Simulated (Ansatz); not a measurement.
TiAs:
```xyz
2
Lattice="3.1833 0.0000 0.0000 0.0000 3.1833 0.0000 0.0000 0.0000 3.1833" Properties=species:S:1:pos:R:3 pbc="T T T"
Ti     0.0000     0.0000     0.0000
As     1.5917     1.5917     1.5917
```

Relaxed with r²SCAN. Special points in fractions of this cell's reciprocal vectors: Γ (0.000, 0.000, 0.000); X (0.000, 0.500, 0.000); M (0.500, 0.500, 0.000); R (0.500, 0.500, 0.500).

Task: List the band energies nearest the Fermi level at these points for r²SCAN (plane waves, PAW; program Ansatz).

Result: In eV from the Fermi level; about four levels below and three above (degenerate sets whole), none deeper than 8.9 eV; points with the same levels are listed once.

```csv
k,below,above
Γ,-1.32 -1.32,0.75 0.75 0.75
X,-7.08 -0.99 -0.99 -0.50,2.22 2.85 5.83 5.83
M,-4.67 -4.67 -1.29,0.97 0.97 2.44
R,-8.60 -5.07 -5.07 -5.07,2.91 2.91 3.37 3.37 3.37
```

Space group Pm-3m (CsCl type). The cell is a constructed one: a structure type filled with these elements; neither database checked (COD, Materials Project) lists it. COD files the formula under space group No. 194, so this cell is another polymorph or a model. Whether it is the stable phase at ambient conditions was not checked. The cell was relaxed with r²SCAN under the symmetry of its start. At this level the phase is mechanically unstable. The run is not spin-polarised. Scalar-relativistic: spin–orbit coupling is off unless named, which matters more the heavier the elements.

Potentials: the earlier of the program's two PAW sets.
